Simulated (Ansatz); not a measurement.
**One relaxed cell of SrBr$_{2}$ at several levels**

A database entry relaxed whole under r2SCAN at zero pressure (Pnma, No. 62):

```xyz
12
Lattice="11.3876 0.0000 0.0000 0.0000 4.7433 0.0000 0.0000 0.0000 7.8144" Properties=species:S:1:pos:R:3 pbc="T T T"
Sr    9.4797    1.1858    1.0698
Sr    1.9078    3.5575    6.7446
Sr    7.6016    3.5575    4.9771
Sr    3.7860    1.1858    2.8374
Br    1.2483    1.1858    0.9171
Br   10.1392    3.5575    6.8973
Br    4.4454    3.5575    4.8244
Br    6.9421    1.1858    2.9901
Br    7.1276    1.1858    6.8790
Br    4.2600    3.5575    0.9354
Br    9.9538    3.5575    2.9718
Br    1.4338    1.1858    4.8427
```

Its volume is 35.17 Å³ an atom, -6.6 % against the entry's 37.65, which is old or was flagged in a check.

Single points on this cell with plane-wave PAW DFT (Ansatz 0.2.0; r2SCAN 500 eV, hybrids 420 eV; fermi-dirac occupations of width 0.020 eV; no moments): r2SCAN on a 4×6×4 Γ-centred mesh; PBE0 on a 2×6×4 Γ-centred mesh.

Problem. How do gap, pressure and charges move from level to level?

Solution. The runs give:

```
 level  gap (eV), or kind  pressure (GPa)  Bader charge of Sr (e)  Bader charge of Br (e)
r2SCAN               5.15             0.0                   +1.61                   -0.80
  PBE0               6.33             0.1                   +1.61                   -0.80
```

Under r2SCAN the gap is 5.15 eV, over mesh and band path.

Caveats: the relaxation kept the start's symmetry; HSE06 is read on its mesh and at the zone's corners, PBE0 on its mesh alone; the relaxed cell lies far from the entry, by an error of the functional or of the entry; hybrid pressures are good to a few tenths of a GPa; no spin-orbit coupling, which narrows gaps of heavier elements; pressure is positive in compression.
